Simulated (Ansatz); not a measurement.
YSi2Ni2 in space group I4/mmm (No. 139; Y on 2a, Si on 4e, Ni on 4d), the program Ansatz at the r²SCAN level (PAW), all energies at zero smearing, with the estimated change up to a 700 eV cutoff added, with one set of potentials and settings (totals compare only within such a set). Cell of 5 atoms (1 Y, 2 Si, 2 Ni): -16832.833 eV.

```
element                             reference phase  E (eV/atom)
-------  ------------------------------------------  -----------
Y                     P6_3/mmc, 2 atoms in the cell   -3859.7073
Si                       Fd-3m, 2 atoms in the cell    -639.0667
Ni       Fm-3m, 1 atoms in the cell, spin-polarised   -5845.2912
```

Formation energy per atom, worked out: (-16832.833 − 1×(-3859.7073) − 2×(-639.0667) − 2×(-5845.2912))/5 = -0.882 eV/atom (-85 kJ per mol of atoms), at 0 K, without zero-point energy or fitted corrections.

The workflow started from a Materials Project entry (that database holds measured and hypothetical structures alike); the Crystallography Open Database files this formula in space group No. 139, but the cells were not matched. Whether it is the stable phase at ambient conditions was not checked. Symmetry was held in the r²SCAN relaxation; whether a distortion lowers the energy is not shown. No spin polarisation was allowed. The references are the lowest solids computed at this level, not always the standard phases.

Potentials: the later of the program's two PAW sets.
